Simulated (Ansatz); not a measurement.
**Eu4Zn8Ge7: what a change of basis.xc_grid does**

Computed with the plane-wave PAW code Ansatz (scalar-relativistic, PAW set soft_2): PBEsol, collinear spin, 420 eV cutoff, k-mesh 4×4×2 shifted by half a step. These are the settings of the reference run.

Cell:

```
cell
1.0
     4.1935   -4.1935    0.0000
     4.1935    4.1935    0.0000
     0.0000    0.0000   10.7237
Eu Ge Zn
4 7 8
Direct
  0.0006 0.4994 0.5050
  0.5004 0.4994 0.9975
  0.4998 0.9997 0.5017
  0.0001 0.9993 0.9974
  0.4998 0.4999 0.6160
  0.5004 0.9992 0.1231
  0.9999 0.0000 0.6163
  0.0002 0.4993 0.9113
  0.5004 0.4996 0.3752
  0.5006 0.9990 0.8819
  0.0003 0.9994 0.3757
  0.2261 0.2735 0.2390
  0.7602 0.2604 0.7540
  0.7750 0.7251 0.2388
  0.2394 0.7392 0.7540
  0.7742 0.2727 0.2392
  0.2399 0.2601 0.7542
  0.2263 0.7256 0.2389
  0.7609 0.7387 0.7539
```

The reference run of this cell is solved again as a single point with these keys changed:

| key | reference run | changed run |
| --- | --- | --- |
| basis.xc_grid | 2 | 4 |

Task: How does the changed run end?

Result: 

```
                                    quantity  reference run  changed run
energy, changed less reference (meV an atom)              0          0.0
                        largest force (eV/Å)           0.02         0.02
                        gap on the mesh (eV)           0.00         0.00
                     moment of the cell (μB)          27.65        27.65
```

The results hardly move, so this setting matters little here. It took 24 iterations.

Caveats: the reference run: 4f shell without a U, which puts 4f levels too near the Fermi level; the reference run: open f or d shells may hold a state above the lowest; a single point, atoms not relaxed again.
